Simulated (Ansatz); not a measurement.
A plane-wave DFT run in Ansatz 0.2.0 (scalar-relativistic PAW potentials unless the input names others): input and command.

```yaml
crystal:
  lattice:
    - [4.9822675575, 0.0, 0.0]
    - [0.0, 6.1778209978, 0.0]
    - [0.0, 0.0, 3.845271972]
  atoms:
    - { symbol: P, position: [0.1716700668, 0.3976419802, 0.0] }
    - { symbol: P, position: [0.8283299332, 0.6023580198, 0.0] }
    - { symbol: P, position: [0.6716700668, 0.1023580198, 0.5] }
    - { symbol: P, position: [0.3283299332, 0.8976419802, 0.5] }
    - { symbol: As, position: [0.0, 0.0, 0.0] }
    - { symbol: As, position: [0.5, 0.5, 0.5] }
basis:
  ecutwfc: 420
kpoints:
  mp_grid: { grid: [8, 6, 10] }
hamiltonian:
  xc: pbe
scf:
  occupations: { method: fixed }
  max_iter: 100
output:
  forces: true
  eigenvalues: true
  stress: true
```

```bash
ansatz run input.yaml --threads 1 --pin off --max-ram 2560MiB --backend cpu --events-out ev --progress --plain --runs-dir out
```

Abridged log:
```
Pseudopotentials: kind: paw
Pseudopotential: P, paw, valence charge 5, recommended cutoff 420 eV (normal)
Pseudopotential: As, paw, valence charge 15, recommended cutoff 420 eV (normal)
Functional definition: PBE
Crystal: 6 atoms, lattice volume = 118.356 Å³
Basis set: ecut = 420 eV, 2329 PW (Γ), exchange–correlation on 72×90×54 points (8 copies of the dense FFT grid, shifted against one another)
Bands: 31, of which v1, the nominal top of the filled ones, is band 25 counted from 1 (24 counted from 0)
Symmetry: 8 space group operations
Space group: Pnnm (ITA 58), of the structure as read, at distance tolerance 4.9e-5 Å
k-points: 120 of 480
Initial density: superposition of atomic densities (neutral atoms: chi_scale 0, normalization atom), corrected by the library's trained network
Initial wavefunctions: pseudopotential atomic-orbital guess
Functional: x = pbe(κ = 0.804, μ = 0.21951497), c = pbe(β = 0.06672455)
SCF iter   1: F=—  HF=-12733.078240 eV  |F-HF|=—  |Δ(HF+E_count)|=         —  Δρ=3.51e-3  dr2=1.39e-2  ethr=1.77e-3  ⟨swp⟩=5.3  Hψ=15038  notcnv=0  defer=349
SCF iter   2: F=—  HF=-12733.074413 eV  |F-HF|=—  |Δ(HF+E_count)|=   3.83e-3  Δρ=2.03e-3  dr2=4.58e-3  ethr=2.78e-5  ⟨swp⟩=2.8  Hψ=6172  notcnv=0  defer=453
SCF iter   3: F=—  HF=-12733.074111 eV  |F-HF|=—  |Δ(HF+E_count)|=   3.02e-4  Δρ=3.21e-4  dr2=1.83e-4  ethr=9.15e-6  ⟨swp⟩=3.0  Hψ=6915  notcnv=0  defer=431
SCF iter   4: F=—  HF=-12733.073999 eV  |F-HF|=—  |Δ(HF+E_count)|=   1.12e-4  Δρ=1.68e-4  dr2=3.08e-5  ethr=3.66e-7  ⟨swp⟩=2.0  Hψ=6636  notcnv=0  defer=430
SCF iter   5: F=—  HF=-12733.074028 eV  |F-HF|=—  |Δ(HF+E_count)|=   2.84e-5  Δρ=5.85e-5  dr2=3.52e-6  ethr=6.16e-8  ⟨swp⟩=2.0  Hψ=4948  notcnv=0  defer=424
SCF iter   6: F=—  HF=-12733.074032 eV  |F-HF|=—  |Δ(HF+E_count)|=   4.79e-6  Δρ=1.22e-5  dr2=2.60e-7  ethr=7.04e-9  ⟨swp⟩=2.0  Hψ=5427  notcnv=0  defer=426
SCF iter   7: F=-12733.074032 eV  HF=-12733.074032 eV  |F-HF|=1.48e-9  |Δ(HF+E_count)|=   1.29e-8  Δρ=4.53e-6  dr2=2.37e-8  ethr=1.00e-12  ⟨swp⟩=6.5  Hψ=33526  notcnv=0
SCF 1 converged in 7 iterations: F = -12733.074032 eV  dr2 = 2.37e-8
SCF converged after 7 iterations
Free energy (F): -12733.074032 eV
Harris-Foulkes:  -12733.074032 eV  (|F-HF|=1.48e-9)
Internal energy: -12733.074032 eV  (E = F + TS)
E sigma→0 (E₀):  -12733.074032 eV
Fermi energy:    10.245552 eV
--- Forces (eV/Å), atoms counted from 1 ---
  atom   1  P      0.18590592    -0.31065997     0.00000000
  atom   2  P     -0.18590592     0.31065997     0.00000000
  atom   3  P      0.18590592     0.31065997     0.00000000
  atom   4  P     -0.18590592    -0.31065997     0.00000000
  atom   5  As     0.00000000     0.00000000     0.00000000
  atom   6  As     0.00000000     0.00000000     0.00000000
--- Stress (GPa, compression-positive) ---
        2.412683       0.000000       0.000000
        0.000000       0.218124       0.000000
        0.000000       0.000000       0.599224
  P = ⅓ Tr σ = 1.0767 GPa (10.767 kbar)
```

Task: What should be changed?

Result: The fault is fixed occupations on a metal: they fill the same number of bands at every k-point, while the true filling differs from point to point (scf.occupations: {"method": "gaussian", "width": 0.1} → {"method": "fixed"}, the first being the value of the sound run). Setting it back cures it. The log, from which this was withheld above, says: «WARN: a fill by count may have filled part of one level: at k-index 94 the highest filled band, 8.951641 eV, and the lowest empty band, 8.951641 eV, stand 0.000e0 eV apart, within the solve's uncertainty, 3.162e-4 eV. If they are one level, whatever splits it, however little, can move the result. A smearing (`scf.occupations.method` with a `width`) well over the split that the run's distortions make …» The run converged all the same, with an energy at zero smearing 116 meV/atom above the reference's, pressure 1.08 GPa, largest force 0.362 eV/Å, no gap on the mesh, so convergence alone doesn't show that an input is right. A reference run on usual settings, whose relaxation ended at this geometry, converged, and the end of its own relaxation has pressure -0.01 GPa, largest force 0.009 eV/Å, no gap on the mesh.

It took 28 s on 1 thread of Intel(R) Xeon(R) Platinum 8488C (Sapphire Rapids) (shared host), peak memory 0.6 GiB.